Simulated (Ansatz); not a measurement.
An Ansatz input:

```yaml
crystal:
  lattice:
    - [3.2945378932, 0.0, 0.0]
    - [0.0, 3.2945378932, 0.0]
    - [0.0, 0.0, 3.2945378932]
  atoms:
    - { symbol: Te, position: [0.0, 0.0, 0.0] }
hamiltonian:
  xc: blyp
  pseudopotentials:
    kind: paw
    azcp:
      Te: "pseudopotentials/Te.paw.azcp"
basis:
  ecutwfc: 420
  fft_grid_basis: typed
kpoints:
  mp_grid: { grid: [16, 16, 16], shift: [0, 0, 0] }
magnetization:
  spin_polarized: false
scf:
  occupations: { method: fermi_dirac, width: 0.1 }
output:
  write_density: true
  write_potential: true
  elf: true
  volumetric_format: npy
```

Terminal output

```
Engine: ansatz 0.2.0, x86_64-unknown-linux-gnu
Pseudopotentials: kind: paw
Pseudopotential: Te, paw, valence charge 16, recommended cutoff 420 eV (normal) 
Functional definition: BLYP
  parameter beta = 0.0042
  parameter a = 0.04918
  parameter b = 0.132
  parameter c = 0.2533
  parameter d = 0.349
  exchange = b88_x(beta = beta)
  correlation = lyp_c(a = a, b = b, c = c, d = d)
Crystal: 1 atoms, lattice volume = 35.759 Å³
Basis set: ecut = 420 eV, 739 PW (Γ), exchange–correlation on 48×48×48 points (8 copies of the dense FFT grid, shifted against one another)
Bands: 12, of which v1, the nominal top of the filled ones, is band 8 counted from 1 (7 counted from 0)
Symmetry: 48 space group operations
Space group: Pm-3m (ITA 221), of the structure as read, at distance tolerance 3.3e-5 Å
k-points: 165 of 4096
Non-local potential: Te, projectors of the file, l = 0: 2, l = 1: 2, l = 2: 2, l = 3: 2
PAW form: soft (Blöchl's): semilocal exchange-correlation on the pseudo side does not see the compensation charge
PAW frozen core: Te, regenerated for the run's functional, and the local potential with it (the file was generated under x = pbe(κ = 0.804, μ = 0.2195149727645171), c = pbe(β = 0.06672455060314922))
PAW one-centre angular grid: Te, 590 points (default); XC on 64 Gauss nodes
Initial density: superposition of atomic densities (neutral atoms: chi_scale 0, normalization atom), corrected by the library's trained network
Initial wavefunctions: pseudopotential atomic-orbital guess
Functional: x = b88, c = lyp
SCF iter   1: F=—  HF=-6997.110235 eV  |F-HF|=—  |Δ(HF+E_count)|=         —  Δρ=4.99e-3  dr2=1.20e-2  ethr=1.77e-3  ⟨swp⟩=5.4  Hψ=12727  notcnv=0
SCF iter   2: F=—  HF=-6997.107343 eV  |F-HF|=—  |Δ(HF+E_count)|=   2.89e-3  Δρ=3.19e-3  dr2=5.32e-3  ethr=7.51e-5  ⟨swp⟩=1.0  Hψ=3302  notcnv=0
SCF iter   3: F=—  HF=-6997.105414 eV  |F-HF|=—  |Δ(HF+E_count)|=   1.93e-3  Δρ=9.04e-4  dr2=3.12e-4  ethr=3.33e-5  ⟨swp⟩=2.2  Hψ=2438  notcnv=0
SCF iter   4: F=—  HF=-6997.105251 eV  |F-HF|=—  |Δ(HF+E_count)|=   1.63e-4  Δρ=3.50e-4  dr2=2.87e-5  ethr=1.95e-6  ⟨swp⟩=2.0  Hψ=3197  notcnv=0
SCF iter   5: F=—  HF=-6997.105260 eV  |F-HF|=—  |Δ(HF+E_count)|=   8.62e-6  Δρ=1.08e-4  dr2=4.66e-6  ethr=1.79e-7  ⟨swp⟩=2.0  Hψ=3313  notcnv=0
SCF iter   6: F=—  HF=-6997.105256 eV  |F-HF|=—  |Δ(HF+E_count)|=   3.36e-6  Δρ=2.31e-5  dr2=2.08e-7  ethr=2.91e-8  ⟨swp⟩=2.0  Hψ=3285  notcnv=0
SCF iter   7: F=-6997.105256 eV  HF=-6997.105256 eV  |F-HF|=3.69e-9  |Δ(HF+E_count)|=   1.65e-7  Δρ=2.57e-6  dr2=2.64e-9  ethr=6.25e-10  ⟨swp⟩=4.0  Hψ=7346  notcnv=0
SCF 1 converged in 7 iterations: F = -6997.105256 eV  dr2 = 2.64e-9
SCF converged after 7 iterations
Free energy (F): -6997.105256 eV
Harris-Foulkes:  -6997.105256 eV  (|F-HF|=3.69e-9)
Internal energy: -6997.083045 eV  (E = F + TS)
E sigma→0 (E₀):  -6997.094151 eV
Entropy (-TS):   -0.022211 eV (-22.211 meV/atom)
Fermi energy:    8.347524 eV
--- Per-component energies (eV) ---
  E_band       = -268.945030
  E_kinetic    = 180.156331
  E_local      = -1290.049715  (includes V_loc(G=0)·N_el)
  E_nonlocal   = -312.580437
  E_hartree    = 815.491077
  E_xc         = -121.917761
  E_vxc        = -100.650763  (∫ρ·V_xc dr)
  E_paw        = -4680.806782  (= ΣΔE_a)
  E_vpaw       = -376.805340  (= ΣTr[D̂ρ^β])
  E_aug_tail   = -0.000214  (compensation charges beyond the density's cutoff)
  E_ewald      = -1587.347947
  E_core_change = -0.027597  (= ΣΔE_core)
  E_smearing   = -0.022211  (= −TS)
  E_closure    = 0.000000  (closes the sum)
  Σ components = -6997.105256   (vs F -6997.105256, Δ=0.00e0)
--- Band table (eV; the first three rows and the last of 165) ---
  k-point 0: bands = ["-28.7331", "-28.7331", "-28.6928", "-28.6928", "-28.6928", "-4.6028", "9.4258", "9.4258", "9.4258", "14.8285", "14.8285", "14.8648"]
  k-point 1: bands = ["-28.7331", "-28.7315", "-28.6932", "-28.6932", "-28.6928", "-4.5630", "8.9735", "9.4608", "9.4608", "14.8690", "14.8992", "15.3927"]
  k-point 2: bands = ["-28.7329", "-28.7269", "-28.6943", "-28.6943", "-28.6927", "-4.4457", "7.9622", "9.5629", "9.5629", "14.9893", "15.0405", "16.6958"]
  k-point 164: bands = ["-28.7136", "-28.7136", "-28.7136", "-28.6679", "-28.6679", "-0.2875", "5.7365", "5.7365", "5.7365", "13.3942", "13.3942", "13.3942"]
```
